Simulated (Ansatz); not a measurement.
Here is the system:

GeSe:
```yaml
crystal:
  lattice:
    - [11.21648, 0.00000, 0.00000]
    - [0.00000, 3.88355, 0.00000]
    - [0.00000, 0.00000, 4.52130]
  atoms:
    - { symbol: Ge, position: [0.12734, 0.25000, 0.12028] }
    - { symbol: Ge, position: [0.87266, 0.75000, 0.87972] }
    - { symbol: Ge, position: [0.37266, 0.75000, 0.62028] }
    - { symbol: Ge, position: [0.62734, 0.25000, 0.37972] }
    - { symbol: Se, position: [0.85275, 0.25000, 0.49853] }
    - { symbol: Se, position: [0.14725, 0.75000, 0.50147] }
    - { symbol: Se, position: [0.64725, 0.75000, 0.99853] }
    - { symbol: Se, position: [0.35275, 0.25000, 0.00147] }
```

This is the PBE-relaxed structure.

All from PBE in the plane-wave PAW code Ansatz, unless another level is named. Estimate the smallest direct gap on the standard path.

0.98 eV.

Next, the band gap?

0.86 eV (indirect).

What about the formation energy from the elements (no fitted shifts)?

-0.23 eV/atom.

Space group Pnma. Symmetry was held in the PBE relaxation. A crystal of weakly bound layers computed without a dispersion correction: the cell and the soft elastic constants depend strongly on that. The references are the lowest solids computed at this level, not always the standard phases. Spin–orbit coupling is left out wherever it is not named.

Potentials: the later of the program's two PAW sets.
